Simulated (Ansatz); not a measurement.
Bi:
```
Bi
1.0
    4.52030     0.00000     0.00000
    0.00000     4.52030     0.00000
   -0.00152     0.00000     6.49817
Bi
4
Cartesian
  3.38974   3.39022   5.07613
  1.12905   1.13007   1.42204
  3.38913   3.39022   1.82704
  1.12966   1.13007   4.67112
```

Relaxed with PBEsol. Special points in fractions of this cell's reciprocal vectors: Γ (0.000, 0.000, 0.000); Z (0.000, 0.500, 0.000); D (0.000, 0.500, 0.500); B (0.000, 0.000, 0.500); A (-0.500, 0.000, 0.500); E (-0.500, 0.500, 0.500); C2 (-0.500, 0.500, 0.000); Y2 (-0.500, 0.000, 0.000).

Problem. List the band energies nearest the Fermi level at these points for the program Ansatz at the PBEsol level (PAW).

Solution. In eV from the Fermi level; about four levels below and three above (degenerate sets whole), none deeper than 8.9 eV; points with the same levels are listed once.

| k | below | above |
|---|---|---|
| Γ | -3.16 -3.16 -1.36 -1.31 -1.31 | 2.65 3.25 3.36 3.36 |
| Z | -1.07 -1.07 -0.92 -0.92 | 0.95 0.95 1.16 1.16 |
| D | -0.15 -0.15 -0.15 -0.15 | 0.25 0.25 0.25 0.25 |
| B | -2.39 -2.39 -2.39 -2.39 -1.92 -1.92 | 2.11 2.11 3.40 3.40 |
| A | -0.15 -0.15 -0.15 -0.15 | 0.25 0.25 0.25 0.26 |
| E | -4.36 -4.36 -4.36 -4.36 | 0.10 0.10 0.10 0.10 |
| C2 | -3.19 -3.19 -3.18 -3.18 | 2.15 2.15 5.01 5.01 |

Space group P4/nmm. The workflow started from a Materials Project entry (that database holds measured and hypothetical structures alike); the Crystallography Open Database copy checked does not list it. It is not the phase usual at ambient conditions (space group No. 166). The PBEsol relaxation kept the symmetry of its start; its stability against distortions is not shown here. Point labels and valley counts follow the cell and symmetry of the run, lower than the named group. Scalar-relativistic: spin–orbit coupling is off unless named, which matters more the heavier the elements.

Potentials: the later of the program's two PAW sets.
